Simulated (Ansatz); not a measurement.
Total density of states per atom from r²SCAN (plane waves, PAW; program Ansatz), in 0.25 eV bins, energy from the Fermi level:

```
E (eV) | states/eV/atom
    -7.85 |  0.00
    -7.60 |  0.01
    -7.35 | ## 0.17
    -7.10 | #### 0.36
    -6.85 | ####### 0.74
    -6.60 | ########## 0.96
    -6.35 | ######## 0.78
    -6.10 | ###### 0.63
    -5.85 | ##### 0.52
    -5.60 | ############################## 2.97
    -5.35 | ################## 1.79
    -5.10 | ############# 1.24
    -4.85 | ########## 0.97
    -4.60 | ##### 0.54
    -4.35 | ## 0.22
    -4.10 | # 0.09
    -3.85 |  0.00
    -3.60 |  0.00
    -3.35 |  0.00
    -3.10 |  0.00
    -2.85 |  0.00
    -2.60 |  0.00
    -2.35 |  0.01
    -2.10 | # 0.06
    -1.85 | # 0.10
    -1.60 | # 0.13
    -1.35 | ## 0.17
    -1.10 | ## 0.21
    -0.85 | ### 0.25
    -0.60 | ### 0.29
    -0.35 | #### 0.35
    -0.10 | #### 0.44
     0.15 | ##### 0.46
     0.40 | ##### 0.49
     0.65 | ##### 0.54
     0.90 | ###### 0.58
     1.15 | ####### 0.65
     1.40 | ####### 0.74
     1.65 | ######## 0.78
     1.90 | ########## 0.97
     2.15 | ########### 1.10
     2.40 | ############# 1.24
     2.65 | ############## 1.35
     2.90 | ################ 1.61
     3.15 | ############### 1.51
     3.40 | ############# 1.33
     3.65 | ################### 1.84
     3.90 | ############ 1.16
     4.15 | ######### 0.91
     4.40 | ###### 0.60
     4.65 | ##### 0.49
```

Question: Which compound is it?
A. ZrS3, P2_1/m (Zr on 2e, S on 2e, S on 2e, S on 2e)
B. Hf2S, P6_3/mmc (Hf on 4f, S on 2b)
C. YS, rock salt
D. Zr5Sb3S, P6_3/mcm (Zr on 4d, Zr on 6g, Sb on 6g, S on 2b)

Answer: C, YS, rock salt. Within 0.5 eV of the Fermi level: Y 4d 82 %, S 3p 9 %, outside the projected shells 6 %. Projections are on Löwdin-orthogonalised atomic valence shells; empty p or d shells of many metals are not among them.

Space group Fm-3m (rock salt). The first step of the workflow began from a Materials Project structure, measured or hypothetical; the Crystallography Open Database files this formula in space group No. 225, but the cells were not matched. Its standing as an ambient phase is unchecked. The cell was relaxed with r²SCAN under the symmetry of its start; its stability against distortions is not shown here. No spin polarisation was allowed. With an odd number of electrons in the cell and no spin polarisation, the count alone makes it a metal. Scalar-relativistic: spin–orbit coupling is off unless named, which matters more the heavier the elements.

Potentials: the earlier of the program's two PAW sets.
